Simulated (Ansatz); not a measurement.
With DFT-r²SCAN in the program Ansatz with PAW potentials, Ca$_{6}$Sb$_{2}$PN in the cubic phase (Fm-3m; Ca on 24e, Sb on 8c, P on 4a, N on 4b) relaxes to a = 10.191 Å. Sb has 12 nearest neighbours from 3.61 Å (cuboctahedral); P has 6 nearest neighbours from 2.69 Å (octahedral); N has 6 nearest neighbours from 2.40 Å (octahedral). Against the elements it lies at -120 kJ/mol of atoms, with no fitted shifts.

It is gapped at this level: 0.97 eV (direct). The valence maximum lies at Γ and the conduction minimum at Γ. HSE06 on the same cell gives 1.24 eV. Gap from r²SCAN with spin–orbit coupling: 0.85 eV.

The bulk modulus is 509 kbar. The relaxed-ion elastic constants in GPa are C11 = 119, C12 = 16.8, C44 = 30.8. The elastic constants imply a Debye temperature near 372 K. Bader charges are Ca +1.40, Sb -2.11, P -2.11, N -2.08 e.

The start of the workflow was typed in or built on a structure type; neither database checked (COD, Materials Project) lists it. Whether it is the stable phase at ambient conditions was not checked. The r²SCAN relaxation kept the symmetry of its start; whether a distortion lowers the energy is not shown. The references are the lowest solids computed at this level, not always the standard phases (solids in place of the gases). Spin–orbit coupling is left out wherever it is not named.

Potentials: the later of the program's two PAW sets.
